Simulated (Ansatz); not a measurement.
The relaxed structure here is a generated cell of WS2: the first start was made by placing the elements on the sites of a structure type, and the end was not matched to a known phase here, so it may be hypothetical. Known forms of WS2 include space group No. 194.

One stationary structure of WS2. Space group Fm-3m (No. 225), fluorite type. Method: PBE (plane waves to 420 eV, PAW, scalar-relativistic; Ansatz, an electronic-structure program).

```cif
data_S2W
_chemical_formula_sum 'W1 S2'
_space_group_name_H-M_alt 'P 1'
_space_group_IT_number 1
_cell_length_a 4.19890
_cell_length_b 4.19890
_cell_length_c 4.19890
_cell_angle_alpha 60.000
_cell_angle_beta 60.000
_cell_angle_gamma 60.000
loop_
_space_group_symop_operation_xyz
  'x, y, z'
loop_
_atom_site_label
_atom_site_type_symbol
_atom_site_fract_x
_atom_site_fract_y
_atom_site_fract_z
_atom_site_occupancy
W1 W 0.00000 0.00000 0.00000 1
S1 S 0.25000 0.25000 0.25000 1
S2 S 0.75000 0.75000 0.75000 1
```

Q: What magnetic moment does PBE give?

A: Net 0.62 μB/atom, ferromagnetic.

Spin state reached: ferromagnetic (net 0.62 μB/atom); other spin orders were not run from this start.

The run could not lose the symmetry of its start; a randomly shaken copy of 6 atoms returns to this structure.

All atoms sit on sites fixed by symmetry, so only the cell could relax.
